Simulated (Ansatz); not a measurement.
Zincblende BBi was relaxed with r2SCAN, strained in 3 ways (changes of length per length), its atoms relaxed again with r2SCAN, and run with HSE06 in Ansatz. Note: simulated data, non-magnetic, for a generated structure that need not be the stable one.

Epitaxial -5.46 % in the xy plane, free normal strain +3.37 %. Input:
```yaml
crystal:
  lattice:
    - [0.0, 2.5950043228, 2.8373251947]
    - [2.5950043228, 0.0, 2.8373251947]
    - [2.5950043228, 2.5950043228, 0.0]
  atoms:
    - { symbol: B, position: [0.0, 0.0, 0.0] }
    - { symbol: Bi, position: [0.25, 0.25, 0.25] }
kpoints:
  mp_grid: { grid: [6, 6, 6] }
  band_path:
    path:
      - [0.0, 0.0, 0.0]
      - [-0.5, -0.5, 0.0]
      - [-0.375, -0.375, 0.25]
      - [-0.375, 0.0, 0.375]
      - [0.0, 0.0, 0.5]
      - [-0.5, -0.25, 0.25]
    npoints: 1
hamiltonian:
  xc: hse06
scf:
  occupations: { method: fermi_dirac, width: 0.02 }
  n_extra_bands: 4
output:
  forces: true
  stress: true
  eigenvalues: true
```

Main results, then levels in eV from the Fermi energy at the points of the path (names of the unstrained zone, bands numbered from 0):
```
Crystal: 2 atoms, lattice volume = 38.213 Å³
Basis set: ecut = 420 eV, 765 PW (Γ)
Symmetry: 8 space group operations
Space group: I-4m2 (ITA 119)
k-points: 30 of 216 (time reversal used)
Free energy (F): -12554.636515 eV
Fermi energy:    12.120208 eV
--- Forces (eV/Å), atoms counted from 1 ---
  atom   1  B       0.00000      0.00000      0.00000
  atom   2  Bi      0.00000      0.00000      0.00000
--- Stress (GPa, compression-positive) ---
        9.468312       0.000000       0.000000
        0.000000       9.468312       0.000000
        0.000000       0.000000      -2.343951
  P = ⅓ Tr σ = 5.5309 GPa (55.309 kbar)
```
```tsv
point	band_6	band_7	band_8	band_9	band_10	band_11
Γ	-1.176	-0.287	-0.287	0.953	2.837	2.837
X	-10.163	-4.226	-4.226	1.330	1.538	8.629
U	-9.675	-6.375	-3.593	1.938	4.602	7.853
K	-9.251	-6.344	-4.362	0.984	3.724	7.233
L	-9.651	-2.986	-1.998	0.508	4.338	4.811
W	-9.436	-5.957	-5.551	4.118	4.232	6.386
```

HSE06 gives an indirect gap of 0.59 eV, from Γ to Γ–X (0.67 of the way from Γ); the least direct gap is 1.24 eV at Γ. The mean pressure at these positions is +5.5 GPa, compression counted positive. (The program warns that its thresholds are loose for a hybrid's stress.)

Uniaxial -5.1 % along x, other directions held. These blocks change:
```yaml
crystal:
  lattice:
    - [0.0, 2.7448744688, 2.7448744688]
    - [2.6048858709, 0.0, 2.7448744688]
    - [2.6048858709, 2.7448744688, 0.0]
  atoms:
    - { symbol: B, position: [0.0, 0.0, 0.0] }
    - { symbol: Bi, position: [0.25, 0.25, 0.25] }
```

```
Crystal: 2 atoms, lattice volume = 39.252 Å³
Basis set: ecut = 420 eV, 773 PW (Γ)
Symmetry: 8 space group operations
Space group: I-4m2 (ITA 119)
k-points: 30 of 216 (time reversal used)
Free energy (F): -12554.720274 eV
Fermi energy:    11.648668 eV
--- Forces (eV/Å), atoms counted from 1 ---
  atom   1  B       0.00000      0.00000      0.00000
  atom   2  Bi      0.00000      0.00000      0.00000
--- Stress (GPa, compression-positive) ---
        6.259399       0.000000       0.000000
        0.000000       1.040394       0.000000
        0.000000       0.000000       1.040394
  P = ⅓ Tr σ = 2.7801 GPa (27.801 kbar)
```
```tsv
point	band_6	band_7	band_8	band_9	band_10	band_11
Γ	-0.692	-0.692	-0.254	0.803	2.766	3.072
X	-9.723	-4.479	-4.399	0.933	1.110	8.980
U	-9.327	-6.186	-3.846	1.491	4.191	7.524
K	-9.327	-6.186	-3.846	1.491	4.191	7.524
L	-9.443	-2.670	-2.160	0.568	4.233	4.693
W	-9.281	-5.819	-5.422	4.178	4.382	6.258
```

The HSE06 gap is indirect, 0.52 eV (Γ to k = (0, 1/3, 1/3)), below the direct gap of 1.06 eV at Γ. The mean pressure at these positions is +2.8 GPa, compression counted positive. The stress of a hybrid is loosely converged here.

Task: Xy shear, engineering strain (angle) +1.6 % gives these blocks instead:
```yaml
crystal:
  lattice:
    - [0.0219589958, 2.7448744688, 2.7448744688]
    - [2.7448744688, 0.0219589958, 2.7448744688]
    - [2.7668334645, 2.7668334645, -1.0e-10]
  atoms:
    - { symbol: B, position: [0.0008197983, 0.0008197983, -0.0008197983] }
    - { symbol: Bi, position: [0.2491802017, 0.2491802017, 0.2508197983] }
scf:
  occupations: { method: fixed }
  n_extra_bands: 4
```
What comes out?

Result:
```
Crystal: 2 atoms, lattice volume = 41.359 Å³
Basis set: ecut = 420 eV, 845 PW (Γ)
Symmetry: 4 space group operations
Space group: Imm2 (ITA 44)
k-points: 46 of 216 (time reversal used)
Free energy (F): -12554.746149 eV
Fermi energy:    10.332559 eV
--- Forces (eV/Å), atoms counted from 1 ---
  atom   1  B       0.00000      0.00000    -0.00570
  atom   2  Bi      0.00000      0.00000      0.00570
--- Stress (GPa, compression-positive) ---
       -1.761933      -1.305426       0.000000
       -1.305426      -1.761933       0.000000
        0.000000       0.000000      -1.790274
  P = ⅓ Tr σ = -1.7714 GPa (-17.714 kbar)
```
```tsv
point	band_6	band_7	band_8	band_9	band_10	band_11
Γ	-0.100	-0.054	0.000	0.847	3.264	3.381
X	-8.843	-3.970	-3.768	1.186	1.523	9.434
U	-8.513	-5.385	-3.219	1.917	4.227	8.083
K	-8.518	-5.361	-3.309	1.781	4.395	7.985
L	-8.615	-1.791	-1.757	0.976	4.837	4.897
W	-8.507	-5.028	-4.603	4.137	4.566	5.817
```
The HSE06 gap is indirect, 0.80 eV (Γ to L (0, -1/2, 0)), below the direct gap of 0.85 eV at Γ. The mean pressure at these positions is -1.8 GPa, compression counted positive. (The program warns that its thresholds are loose for a hybrid's stress.)

Spin-orbit coupling is left out; in compounds of Pb, Bi, Tl or Hg it can lower a gap by up to about 1 eV, split its edges or invert the bands.

The meshes of the hybrids are coarse, so their gaps aren't converged to the digits shown.
